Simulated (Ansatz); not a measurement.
TiSi:
Space group Pm-3m (No. 221); a = b = c = 3.0786 Å, α = β = γ = 90.00°

```
atom  site  symmetry       x       y       z
----  ----  --------  ------  ------  ------
Ti      1a      m-3m  0.0000  0.0000  0.0000
Si      1b      m-3m  0.5000  0.5000  0.5000
```

Relaxed with PBEsol.

Task: Decompose the optical modes at the zone centre into irreducible representations, and say which are infrared and Raman allowed.

Result: Point group m-3m: Γ_opt = T1u. Infrared: T1u. Raman: none.

Task: Assign frequencies (DFPT, plane-wave PAW PBEsol (Ansatz code)).

Result: T1u 283 cm⁻¹.

The cell is a constructed one: a structure type filled with these elements; neither database checked (COD, Materials Project) lists it. COD files the formula under space group No. 25, so this cell is another polymorph or a model. Whether it is the stable phase at ambient conditions was not checked. The PBEsol relaxation kept the symmetry of its start. At this level the phase is mechanically unstable. No spin polarisation was allowed. As this level gives no gap, phonon frequencies hold no LO–TO term and depend on the k-mesh and smearing (Fermi–Dirac, 0.1 eV here).

Potentials: the later of the program's two PAW sets.
